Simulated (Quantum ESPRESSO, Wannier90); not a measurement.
## Wannierisation of CsH (CsCl type)

```xyz
2
Lattice="3.8184 0.0000 0.0000 0.0000 3.8184 0.0000 0.0000 0.0000 3.8184" Properties=species:S:1:pos:R:3 pbc="T T T"
Cs     0.0000     0.0000     0.0000
H      1.9092     1.9092     1.9092
```

Materials Project entry mp-632319; symmetrised, unrelaxed at this level. Not found in the COD (Crystallography Open Database) copy used, which has the formula in other groups; not checked further. Level: PBEsol, spinors with spin-orbit coupling; pw.x of Quantum ESPRESSO at 58 Ry with PseudoDojo potentials, 8×8×8 k-points, Wannier90. Density: 8×8×8 mesh, cold smearing 0.01 Ry.

Bands 1-2 form an isolated set from -21.81 to -21.35 eV relative to the valence-band maximum (on the path) and are turned into 2 Wannier functions by minimising the spread from the start: atomic waves Cs 5s.

Problem. Where do the functions sit, how wide are they and what are they made of?

Solution. 
```tsv
functions	spread (Å²)	nearest atom, distance (Å)	second atom, distance (Å)	weight on atomic waves
2	0.96	Cs 0.00	H 3.31	Cs 5s 95 %, Cs 6s 5 %
```

Ω_I = 1.92 Å², Ω_total = 1.92 Å²; the interpolated bands follow pw.x to 0.0 meV rms on the path. Only this start was tried; a symmetric start can stop on a saddle, and mixtures of these functions could lower the total by at most Ω_total − Ω_I.
